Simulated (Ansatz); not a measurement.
CuI (wurtzite)

```xyz
4
Lattice="4.1865 0.0000 0.0000 -2.0933 3.6256 0.0000 0.0000 0.0000 6.8972" Properties=species:S:1:pos:R:3 pbc="T T T"
Cu     2.0933     1.2085     6.0262
Cu     0.0000     2.4171     2.5776
I      2.0933     1.2085     3.4575
I      0.0000     2.4171     0.0089
```

Two coordinates are scanned: the volume, and the ratio of the stretch along z (the conventional c axis) to the stretch across it. Atoms keep their fractional coordinates.

Level of theory: PBEsol (plane waves to 420 eV, PAW, scalar-relativistic; Ansatz, a program for electronic structure). k mesh 9×9×5 (Γ-centred), Fermi-Dirac smearing 0.05 eV. Stress and pressure are positive under compression. As the atoms are clamped, bonds stretch with the cell, which overstates energies and stresses. CuI is run without spin polarisation. CuI was relaxed with its symmetry unable to fall. Spin-orbit coupling is left out, though I is heavy. The PAW data are Ansatz's earlier set. This is one of several known forms of CuI; the measured ambient cells at hand have space group No. 156 or 216.

At one point of the scan the stress tensor (GPa) is:

```
   1.96     0.00     0.00
   0.00     1.96     0.00
   0.00     0.00    -1.54
```

Q: Which point is it?
A. V/V₀ = 0.987, (c/a)/(c/a)₀ = 1.040
B. V/V₀ = 0.987, (c/a)/(c/a)₀ = 1.013
C. V/V₀ = 1.027, (c/a)/(c/a)₀ = 1.040
D. V/V₀ = 0.960, (c/a)/(c/a)₀ = 1.040

A: A, V/V₀ = 0.987, (c/a)/(c/a)₀ = 1.040

(Under strain, the slope of the energy per volume gives the stress and its curvature an elastic modulus.)
